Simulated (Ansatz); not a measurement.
Magnetic states of Cr₂CdSe₄

```
Cr Cd Se
1.0
     0.00000    5.37000    5.37000
     5.37000    0.00000    5.37000
     5.37000    5.37000    0.00000
Cr Cd Se
4 2 8
Cartesian
  6.7125 6.7125 6.7125
  6.7125 4.0275 4.0275
  4.0275 4.0275 6.7125
  4.0275 6.7125 4.0275
  0.0000 0.0000 0.0000
  2.6850 2.6850 2.6850
  4.1822 4.1822 4.1822
  9.2428 6.8672 6.8672
  6.5578 6.5578 4.1822
  6.8672 9.2428 6.8672
  4.1822 6.5578 6.5578
  9.2428 9.2428 9.2428
  6.5578 4.1822 6.5578
  6.8672 6.8672 9.2428
```

All energies were calculated with Ansatz 0.2.0 (r2SCAN; 500 eV; 6×6×6 Γ-centred mesh; fermi-dirac occupations of width 0.050 eV). The atoms are fixed and numbered as listed; spin is collinear, without spin-orbit coupling.

The cycle has several fixed points for this cell. Moments (μB):

```tsv
state	Cr1	Cr2	Cr3	Cr4	other atoms together	size of the net moment a cell
A	0.00	0.00	0.00	0.00	0.00	0.00
B	2.85	2.85	-2.85	-2.85	0.00	0.00
C	2.89	2.89	2.89	-2.81	-0.38	6.00
D	2.93	2.93	2.93	2.93	-0.75	12.00
```

Site moments are taken in small spheres that don't touch (radius about 0.4 of the atom's shortest bond), so those of the magnetic atoms read low, and they needn't add up to the net moment. State A was run without spin polarisation.

Task: Which state has the lowest energy at zero smearing, and how far up are the others?

Result: State D (parallel moments) is lowest; C (antiparallel, not compensated) lies 12.5 meV above it, B (antiparallel, compensated) lies 16.6 meV above it, A (without moments) lies 693 meV above it, all counted an atom of the cell.

Task: Which states have a gap on the mesh, and what pressure does each exert on this cell?

Result: A: no gap, -3.6 GPa; B: gap 1.06 eV, 1.6 GPa; C: gap 1.01 eV, 1.5 GPa; D: gap 0.93 eV, 1.5 GPa (positive in compression). Moments take up room: without them the pressure is lower, so that state wants a smaller cell.

Task: What do states D and B say about the exchange?

Result: Between D and B the moments keep their size (2.93 against 2.85 μB in the mean), so the difference mostly measures the exchange between the flipped sites: the parallel order gains 58 meV for each Cr atom. The nearest flipped pair stands 3.80 Å apart. Flipped pairs are linked through Se; the widest Cr–Se–Cr angle among the nearer links is 97°, at 3.80 Å between the metal atoms.

Task: What does magnetism gain here?

Result: 693 meV an atom of the cell, or 2427 meV for each Cr atom, against state A, which has none. A run without spin would miss this and give wrong energies and forces. That state isn't the paramagnet, which keeps its moments, so this is no ordering energy.

Of 3 runs begun from atoms with typed moments, each in a different pattern, 1 ended in state D: one start isn't enough to call a state the ground state.

The cell is that of a Crystallography Open Database entry, unchanged.

Caveats: only orders that fit this cell and collinear spins were tried, so the true order may need a larger cell or canted moments; atoms and cell are not relaxed, and each state would relax in its own way; semilocal functionals without U often misplace the states of 3d oxides, halides and chalcogenides; the k mesh is coarse, so differences of a few meV are uncertain where a state is a metal; one start a pattern, so a lower state of the same pattern may exist; the nearest magnetic atoms form triangles, which frustrates antiparallel coupling, so the true order may be non-collinear or need another cell.
